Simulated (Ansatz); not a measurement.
Clean, relaxed (001) surface of Sb, space group P6_3/mmc (No. 194) (top face towards +c; atoms held fixed, by place in the list: 1):

```xyz
3
Lattice="3.3494 0.0000 0.0000 -1.6747 2.9007 0.0000 0.0000 0.0000 22.5846" Properties=species:S:1:pos:R:3 pbc="T T T"
Sb    0.0000    1.9338    8.5000
Sb    1.6747    0.9669   11.1434
Sb    0.0000    1.9338   13.7830
```

Level of theory: DFT r2SCAN, scalar-relativistic, plane waves, PAW (Ansatz). Cutoff 500 eV; k points 9×9×1 on the computed 3-atom cell (Γ-centred); Gaussian smearing, width 0.10 eV; no spin polarisation. A dipole correction removes the field between periodic images along c.

C (atom) is adsorbed on the top face, one adsorbate per 9.7 Å², and relaxed from 3 starting sites (fractions of a and b). The adsorption energy is E(slab + adsorbate) − E(slab) − E(free adsorbate, spin-polarised where open-shell). Heights count from the highest slab atom after relaxation. Δφ is the top face's. Δp counts per cell along +c. Bonded neighbours lie within 1.25 times the sum of covalent radii (1.35 for H) and, on that scale, within 12 % of the closest. With the adsorbate the cell is lengthened along c to keep the vacuum.

```
                            start ends at E_ads (eV) height (Å) shortest contact  Δφ (eV)  Δp (e·Å)
         top (Sb) at (0.33, 0.67) (0.33, 0.67), 1 bonded neighbour (Sb)       -1.67        2.11       C–Sb 2.11 Å    +3.00    -0.183
hollow (Sb-Sb-Sb) at (0.00, 0.00) (0.00, 0.00), 3 bonded neighbours (Sb)       -4.99        0.80       C–Sb 2.09 Å    +0.89    -0.091
   bridge (Sb-Sb) at (0.83, 0.67) (0.99, 0.98), 3 bonded neighbours (Sb)       -4.99        0.80       C–Sb 2.09 Å    +0.88    -0.092
```

Among the sites tried, the lowest end comes from the bridge (Sb-Sb) at (0.83, 0.67) start; the hollow (Sb-Sb-Sb) at (0.00, 0.00) start ended within 0.02 eV of it, though not always at the same place; other sites may lie lower.

Each end is the local minimum or symmetric point that its start leads to. This isn't the usual crystal structure of Sb. The slab is only 5.6 Å thick, so the energies aren't converged with thickness.

For at least one of the starts the bottom face's work function also shifts by over 0.1 eV: the slab is too thin to screen the adsorbate, so the work functions aren't converged with thickness.

The adsorbed runs have no spin polarisation, so weakly bound open-shell ends lie too high.